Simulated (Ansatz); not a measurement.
Relaxed-ion elastic tensor of Ta (diamond, Fd-3m) in GPa (Voigt order), PBEsol (plane waves, PAW; program Ansatz); density 11.12 g/cm³, 27.03 Å³ per atom.

```
 2.6   112   112   0.0   0.0   0.0
 112   2.6   112   0.0   0.0   0.0
 112   112   2.6   0.0   0.0   0.0
 0.0   0.0   0.0  -291   0.0   0.0
 0.0   0.0   0.0   0.0  -291   0.0
 0.0   0.0   0.0   0.0   0.0  -291
```

Question: Is the crystal mechanically stable?

Answer: No: the smallest eigenvalue of C is -291 GPa.

The start of the workflow was typed in or built on a structure type; neither database checked (COD, Materials Project) lists it. It is not the phase usual at ambient conditions (space group No. 229). The cell was relaxed with PBEsol under the symmetry of its start. At this level the phase is mechanically unstable. The run is not spin-polarised. As this level gives no gap, shear constants depend on the k-mesh and smearing (Fermi–Dirac, 0.1 eV here). Spin–orbit coupling is left out wherever it is not named.

Potentials: the later of the program's two PAW sets.
